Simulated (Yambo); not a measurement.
# Optical response of LiNbF$_{6}$

```xyz
8
Lattice="2.5573 1.4765 4.5570 -2.5573 1.4765 4.5570 0.0000 -2.9529 4.5570" Properties=species:S:1:pos:R:3 pbc="T T T"
Li     0.0000     0.0000     6.8355
F     -1.5986    -0.2278     7.9978
F      1.5986     0.2278     5.6732
F      0.6020     1.4983     7.9978
F     -0.6020    -1.4983     5.6732
F      0.9966    -1.2705     7.9978
F     -0.9966     1.2705     5.6732
Nb     0.0000     0.0000     0.0000
```

Yambo, RPA with local fields on LDA bands shifted by a G0W0 scissor of 4.22 eV; 4×4×4 mesh, 89 bands, 3 Ry local-field block, 0.2 eV broadening; field along x.

| E (eV) | Im ε | Re ε | Im ε, independent particles |
|---|---|---|---|
| 0.0 | 0.00 | 2.03 | 0.00 |
| 0.5 | 0.00 | 2.03 | 0.00 |
| 1.0 | 0.00 | 2.03 | 0.00 |
| 1.5 | 0.00 | 2.04 | 0.00 |
| 2.0 | 0.00 | 2.04 | 0.01 |
| 2.5 | 0.00 | 2.05 | 0.01 |
| 3.0 | 0.01 | 2.07 | 0.01 |
| 3.5 | 0.01 | 2.08 | 0.01 |
| 4.0 | 0.01 | 2.10 | 0.01 |
| 4.5 | 0.01 | 2.12 | 0.02 |
| 5.0 | 0.01 | 2.15 | 0.02 |
| 5.5 | 0.01 | 2.18 | 0.03 |
| 6.0 | 0.02 | 2.21 | 0.03 |
| 6.5 | 0.02 | 2.25 | 0.04 |
| 7.0 | 0.02 | 2.31 | 0.05 |
| 7.5 | 0.03 | 2.37 | 0.07 |
| 8.0 | 0.04 | 2.46 | 0.11 |
| 8.5 | 0.06 | 2.57 | 0.18 |
| 9.0 | 0.09 | 2.74 | 0.38 |
| 9.5 | 0.23 | 3.04 | 1.36 |
| 10.0 | 0.74 | 3.14 | 5.31 |
| 10.5 | 1.10 | 3.17 | 3.91 |
| 11.0 | 1.37 | 2.79 | 1.84 |
| 11.5 | 2.34 | 2.55 | 0.75 |
| 12.0 | 0.89 | 1.24 | 0.36 |
| 12.5 | 0.34 | 1.87 | 0.28 |
| 13.0 | 0.32 | 2.50 | 0.41 |
| 13.5 | 0.64 | 3.16 | 1.11 |
| 14.0 | 1.43 | 3.11 | 2.98 |
| 14.5 | 1.82 | 2.98 | 3.59 |
| 15.0 | 2.55 | 2.85 | 3.45 |
| 15.5 | 3.48 | 2.55 | 2.09 |
| 16.0 | 3.16 | -0.03 | 1.02 |
| 16.5 | 1.83 | 0.30 | 0.76 |
| 17.0 | 1.53 | 0.26 | 0.82 |
| 17.5 | 0.91 | 0.52 | 0.67 |
| 18.0 | 1.11 | 0.85 | 0.89 |
| 18.5 | 1.19 | 0.77 | 0.95 |
| 19.0 | 0.95 | 0.72 | 0.84 |
| 19.5 | 0.90 | 0.75 | 0.81 |
| 20.0 | 0.78 | 0.84 | 0.88 |

Structure narrower than a few tenths of an eV can come from the finite k mesh. Convergence of the RPA response with its 4×4×4 mesh was not tested. The scissor comes from a G0W0 run whose convergence isn't established. No excitonic effects at this level.

Spin-orbit coupling is not included.

Geometry of the Materials Project entry, not relaxed at this level.

The structure is a Materials Project entry; no match was found in the copy of COD used, and its stability was not checked.
